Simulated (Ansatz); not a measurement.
Li5SbO5 (space group C2/m)

```cif
data_Li10O10Sb2
_chemical_formula_sum 'Li10 Sb2 O10'
_space_group_name_H-M_alt 'C2/m'
_space_group_IT_number 12
_space_group_name_Hall '-C 2y'
_cell_length_a 9.67267
_cell_length_b 4.02866
_cell_length_c 5.80006
_cell_angle_alpha 90.000
_cell_angle_beta 108.949
_cell_angle_gamma 90.000
loop_
_space_group_symop_operation_xyz
  'x, y, z'
  '-x, -y, -z'
  '-x, y, -z'
  'x, -y, z'
  'x+1/2, y+1/2, z'
  '-x+1/2, -y+1/2, -z'
  '-x+1/2, y+1/2, -z'
  'x+1/2, -y+1/2, z'
loop_
_atom_site_label
_atom_site_type_symbol
_atom_site_symmetry_multiplicity
_atom_site_Wyckoff_symbol
_atom_site_fract_x
_atom_site_fract_y
_atom_site_fract_z
_atom_site_occupancy
Li1 Li 4 i 0.28831 0.00000 0.65711 1
Li2 Li 2 c 0.50000 0.50000 0.50000 1
Li3 Li 4 i 0.31144 0.00000 0.13996 1
Sb1 Sb 2 a 0.00000 0.00000 0.00000 1
O1 O 4 i 0.14502 0.00000 0.82575 1
O2 O 2 b 0.00000 0.50000 0.00000 1
O3 O 4 i 0.15791 0.00000 0.31855 1
```
(The calculation used a cell of 11 atoms; values per cell refer to that cell.)

The volume is varied about the relaxed value V₀ at fixed cell shape. The atoms relax within the cell's symmetry.

Calculation: PBEsol (plane waves to 420 eV, PAW, scalar-relativistic; Ansatz, an electronic-structure program). k mesh 7×7×5 (Γ-centred), Fermi-Dirac smearing 0.05 eV. Energies are smeared free energies. Stress and pressure are positive under compression. Li5SbO5 was relaxed with its symmetry unable to fall. Spin-orbit coupling is left out, though Sb is heavy. ΔE is measured from the relaxed starting cell.

| V (Å³/cell) | ΔE (kJ/mol of atoms) | P (GPa) |
|---|---|---|
| 96.20 | 3.45 | 12.9 |
| 98.87 | 1.86 | 9.0 |
| 101.54 | 0.79 | 5.6 |
| 104.21 | [?] | 2.6 |
| 106.88 | 0.00 | 0.0 |
| 109.56 | [?] | -2.3 |
| 112.23 | [?] | -4.3 |
| 114.90 | 1.42 | -6.1 |
| 117.57 | 2.42 | -7.6 |

Q: What belongs in the gaps?

A: 
- 104.21, ΔE (kJ/mol of atoms): 0.19
- 109.56, ΔE (kJ/mol of atoms): 0.17
- 112.23, ΔE (kJ/mol of atoms): 0.66

(Under strain, the slope of the energy per volume gives the stress and its curvature an elastic modulus.)
